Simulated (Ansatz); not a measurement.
Level of theory: Ansatz 0.2.0, DFT PBE, scalar-relativistic, plane waves, PAW. Cutoff 420 eV, Γ-centred meshes of about 0.25 Å⁻¹ or finer for metals and 0.3 Å⁻¹ for insulators (2π included), Gaussian smearing. No spin polarisation.

Relaxed forms of MgNb2O4:

Cell 1.

```
CELL_PARAMETERS angstrom
10.70183 0.00000 0.00000
0.00000 2.95432 0.00000
0.00000 0.00000 5.01654
ATOMIC_POSITIONS crystal
Mg 0.50000 0.00000 0.00000
Mg 0.00000 0.00000 0.00000
Nb 0.25000 0.50000 0.16497
Nb 0.25000 0.00000 0.65670
Nb 0.75000 0.00000 0.34330
Nb 0.75000 0.50000 0.83503
O 0.37079 0.00000 0.31826
O 0.12921 0.00000 0.31826
O 0.12261 0.50000 0.83887
O 0.37739 0.50000 0.83887
O 0.62261 0.50000 0.16113
O 0.87739 0.50000 0.16113
O 0.62921 0.00000 0.68174
O 0.87079 0.00000 0.68174
```

Cell 2.

```
CELL_PARAMETERS angstrom
1.41086 -4.97214 0.00000
1.41086 4.97214 0.00000
0.00000 0.00000 10.56856
ATOMIC_POSITIONS crystal
Mg 0.59301 0.40699 0.25000
Mg 0.40699 0.59301 0.75000
Nb 0.15232 0.84768 0.56513
Nb 0.84768 0.15232 0.43487
Nb 0.15232 0.84768 0.93487
Nb 0.84768 0.15232 0.06513
O 0.93968 0.06032 0.25000
O 0.06032 0.93968 0.75000
O 0.79940 0.20060 0.63291
O 0.20060 0.79940 0.36709
O 0.50000 0.50000 0.50000
O 0.79940 0.20060 0.86709
O 0.20060 0.79940 0.13291
O 0.50000 0.50000 0.00000
```

Problem. Order them by Kohn–Sham gap, widest first, and say which is lowest in energy.

Solution. Gaps on the mesh: 1.23 eV for cell 1, none for cell 2. Lowest in energy is cell 1; cell 2 lies 150 meV/atom higher. The lowest form also has the widest gap. Counting O atoms around Mg and Nb (those within 1.25 times the shortest such distance or 1.15 times the sum of covalent radii): cell 1 (Pmma, 11.3 Å³/atom) has Mg 6, Nb 6; cell 2 (Cmcm, 10.6 Å³/atom) has Mg 6, Nb 6.

Gaps are read on each cell's k mesh and can be smaller between its points; Kohn–Sham gaps at this level usually fall short of measured ones, and a small gap can close altogether. The zero gap of Cmcm may come from the functional, which often closes small gaps, or the cell may be a true semimetal. With atoms moved at random, cell 1 came back. Cell 2 had no clear such test and can be a saddle point. Some candidate types were left out of the draw beforehand, so a known form may be missing.
